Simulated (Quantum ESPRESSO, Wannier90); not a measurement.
**Wannier functions of InSe (C2/m)**

```xyz
4
Lattice="0.0000 4.1093 0.0000 -1.7232 0.0000 4.7714 5.8264 -2.0547 0.0000" Properties=species:S:1:pos:R:3 pbc="T T T"
In     1.3835     0.0000    -0.2235
In    -1.3835     0.0000     0.2235
Se    -2.4457     2.0547     1.5795
Se     2.4457    -2.0547    -1.5795
```

Structure: Materials Project mp-21405, symmetrised, not relaxed again. Not found in the COD (Crystallography Open Database) copy used, which has the formula in other groups; not checked further. Level: PBEsol, spinors with spin-orbit coupling; pw.x of Quantum ESPRESSO at 69 Ry with PseudoDojo potentials, 4×4×4 k-points, Wannier90. Density: 8×6×8 mesh, cold smearing 0.01 Ry. The cell is built of weakly bound layers, chains or molecules, whose nearest atoms lie 3.55 Å apart. Database cells relaxed without dispersion often hold them too far apart, which can enlarge gaps and weakens couplings between them; spacing and stacking were not compared with the measured crystal.

A tight-binding model is made by disentanglement and projection with no localisation steps (num_iter = 0), so the 32 orbitals stay atom-like: hydrogen-like In: s;p; Se: s;p, axes along x, y, z; frozen window up to 6.08 eV relative to the valence-band maximum. It follows pw.x to 15 meV rms for states up to 2.1 eV relative to the valence-band maximum. Matrix elements depend on this choice of orbitals and windows.

Task: What are the on-site energies relative to the valence-band maximum, and how fast do the hoppings decay?

Result: 
```
atom  orbitals  energy (eV)
----  --------  -----------
In1      s↑ s↓        -2.13
In1    pz↑ pz↓         3.14
In1    px↑ px↓         3.39
In1    py↑ py↓         3.12
In2      s↑ s↓        -2.13
In2    pz↑ pz↓         3.14
In2    px↑ px↓         3.39
In2    py↑ py↓         3.12
Se3      s↑ s↓       -11.10
Se3    pz↑ pz↓        -0.83
Se3    px↑ px↓        -0.76
Se3    py↑ py↓        -0.67
Se4      s↑ s↓       -11.10
Se4    pz↑ pz↓        -0.83
Se4    px↑ px↓        -0.76
Se4    py↑ py↓        -0.67
```

```tsv
distance of the centres (Å)	largest modulus (eV)
2–3	1.5
3–4	1.9
4–5	0.67
5–6	0.16
6–7	0.18
```
